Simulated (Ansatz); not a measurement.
Problem. Sc (hcp (Mg type), space group No. 194) is relaxed with r²SCAN in the plane-wave PAW code Ansatz. What lattice parameters of the conventional cell result?

Solution. a = 3.329 Å, c = 5.191 Å.

Space group P6_3/mmc (hcp (Mg type)). Symmetry was held in the r²SCAN relaxation. The run is not spin-polarised. Axis ratios of metals converge slowly with the k-mesh, so a and c are less sure than the volume.

Potentials: the later of the program's two PAW sets.
